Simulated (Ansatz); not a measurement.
**Trigonal deformation path in Os**

All numbers below come from DFT r2SCAN, scalar-relativistic, plane waves, PAW (Ansatz 0.2.0). The runs took a 500 eV cutoff, a Γ-centred 24×24×24 mesh and Gaussian smearing (0.15 eV). Spin–orbit coupling is left out, which can shift energies with elements as heavy as these. No spin polarisation. Energies are free energies at this smearing, counted from the undisturbed cell; pressure is positive in compression.

The starting cell (as given, not relaxed at this level; it stands at -16.9 GPa; this fcc form isn't the usual structure):

```
Os
1.0
     0.00000    1.94500    1.94500
     1.94500    0.00000    1.94500
     1.94500    1.94500    0.00000
Os
1
Direct
  0.00000 0.00000 0.00000
```

At fixed volume and fractional coordinates, lengths along (0.577, 0.577, 0.577) are scaled against those across it; ρ is that ratio over its starting value. The cell is metallic on the mesh throughout. At ρ = 0.500 the cell becomes cubic (Pm-3m), and there the slope of the energy vanishes by symmetry. At -17 GPa the given cell is far from its own equilibrium, so these figures belong to a strongly strained crystal.

| ρ | ΔE (meV/atom) | pressure (GPa) |
| --- | --- | --- |
| 0.500 | 1609.0 | 39.9 |
| 0.710 | 1299.6 | 21.8 |
| 1.000 | 0.0 | -16.9 |
| 2.000 | 6133.9 | 222.1 |